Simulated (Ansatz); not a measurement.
**Notes on CaIn$_{2}$Re$_{2}$**

```
In Re Ca
1.0
     3.97899    0.00000    0.00000
    -1.98950    3.44591    0.00000
     0.00000    0.00000   17.00293
In Re Ca
4 4 2
Direct
  0.33333 0.66667 0.17198
  0.66667 0.33333 0.67198
  0.33333 0.66667 0.32802
  0.66667 0.33333 0.82802
  0.33333 0.66667 0.60362
  0.66667 0.33333 0.10362
  0.33333 0.66667 0.89638
  0.66667 0.33333 0.39638
  0.00000 0.00000 0.00000
  0.00000 0.00000 0.50000
```

Single point in Ansatz 0.2.0 with PBE, no spin polarisation. Cutoff 420 eV, PAW datasets, 10×10×2 Γ-centred k mesh, fermi-dirac filling (width 0.1 eV).

(1) How is the charge shared?

(2) What do density and ELF say about some of the short contacts?

(3) Is there a gap?

(4) Where is the largest force?

(5) What does the stress say?

Origin: a known structure type with other elements, at an estimated volume, so it need not be a known compound. Caveats: many states at the Fermi level without spin polarisation, so a magnetic state may lie lower.

Answers

(1) Bader charges in e: Ca +1.09, In +0.18, Re -0.72. In the mean Ca gives up most and Re takes most.

(2) In–Re at 2.57 Å: least valence density 0.49 e/Å³ and ELF 0.36 there. In–In at 2.65 Å: least valence density 0.35 e/Å³ and ELF 0.33 there. Re–Ca at 2.90 Å: least valence density 0.19 e/Å³ and ELF 0.11 there. Both are smooth PAW fields, read partly inside the augmentation spheres.

(3) It is a metal, with about 13 states/eV a cell as the mean within 0.25 eV of the Fermi level, mostly Re d (84 %).

(4) The largest is on Re5 (and as large on other atoms): 1.00 eV/Å, components (0.00, 0.00, -1.00). It makes 117° with the line to a nearest neighbour, In2 at 2.57 Å.

(5) The pressure is 10.6 GPa (compression positive), so with the atoms held at these fractions the cell would first expand; the forces are large, so a full relaxation may end otherwise. The principal stresses 8.6, 8.6, 14.6 GPa differ, so its shape would change too.
